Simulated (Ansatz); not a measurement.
TaSi:
```yaml
crystal:
  lattice:
    - [0.00000, 2.56413, 2.56413]
    - [2.56413, 0.00000, 2.56413]
    - [2.56413, 2.56413, 0.00000]
  atoms:
    - { symbol: Si, position: [0.00000, 0.00000, 0.00000] }
    - { symbol: Ta, position: [0.50000, 0.50000, 0.50000] }
```

This is the r²SCAN-relaxed structure.

All from DFT-r²SCAN in the program Ansatz with PAW potentials, unless another level is named. Estimate the electronic character.

metallic (no gap).

What about the density of states at the Fermi level?

0.54 states/eV per atom (mean over ±0.08 eV).

And the formation energy from the elements (no fitted shifts)?

-4.5 kJ/mol of atoms.

Space group Fm-3m (rock salt). A made-up cell: these elements were put on the sites of a structure type; neither database checked (COD, Materials Project) lists it. Whether it is the stable phase at ambient conditions was not checked. The r²SCAN relaxation kept the symmetry of its start; its stability against distortions is not shown here. No spin polarisation was allowed. The references are the lowest solids computed at this level, not always the standard phases. Spin–orbit coupling is left out wherever it is not named.

Potentials: the later of the program's two PAW sets.
